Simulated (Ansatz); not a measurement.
## What internal relaxation does to the elastic constants of Al₃GaN₄

Level of theory: DFT LDA, scalar-relativistic, plane waves, PAW in Ansatz. Plane waves to 420 eV; Γ-centred k mesh 6×6×6; fixed occupations. No spin polarisation.

The cell, relaxed at this level:
```yaml
crystal:
  lattice:
    - [4.37022, 0.00000, 0.00000]
    - [0.00000, 4.37022, 0.00000]
    - [0.00000, 0.00000, 4.37022]
  atoms:
    - { symbol: Al, position: [0.50000, 0.50000, 0.00000] }
    - { symbol: Al, position: [0.50000, 0.00000, 0.50000] }
    - { symbol: Al, position: [0.00000, 0.50000, 0.50000] }
    - { symbol: Ga, position: [0.00000, 0.00000, 0.00000] }
    - { symbol: N, position: [0.74489, 0.74489, 0.25511] }
    - { symbol: N, position: [0.74489, 0.25511, 0.74489] }
    - { symbol: N, position: [0.25511, 0.74489, 0.74489] }
    - { symbol: N, position: [0.25511, 0.25511, 0.25511] }
```

Clamped-ion constants (GPa, Voigt order; atoms follow the strain homogeneously):
C11 = 298.1, C12 = 163.8, C13 = 163.8, C22 = 298.1, C23 = 163.8, C33 = 298.1, C44 = 225.0, C55 = 225.0, C66 = 225.0 GPa; the others vanish.

Question: What are the constants once the atoms relax in each strained cell?

Answer:
```
297.7 163.9 163.9   0.0   0.0   0.0
163.9 297.7 163.9   0.0   0.0   0.0
163.9 163.9 297.7   0.0   0.0   0.0
  0.0   0.0   0.0 178.7   0.0   0.0
  0.0   0.0   0.0   0.0 178.7   0.0
  0.0   0.0   0.0   0.0   0.0 178.7
```
The Voigt shear modulus goes from 161.9 to 134.0 GPa and the Voigt bulk modulus doesn't change. Relaxation subtracts ΛᵀK⁻¹Λ/V, with Λ the forces that a strain puts on the atoms and K the zone-centre force constants. At a stable cell this can only lower the diagonal constants, and it acts only for strains that share their symmetry with an optical mode; elsewhere, and where the coupling is weak, the constants hardly move.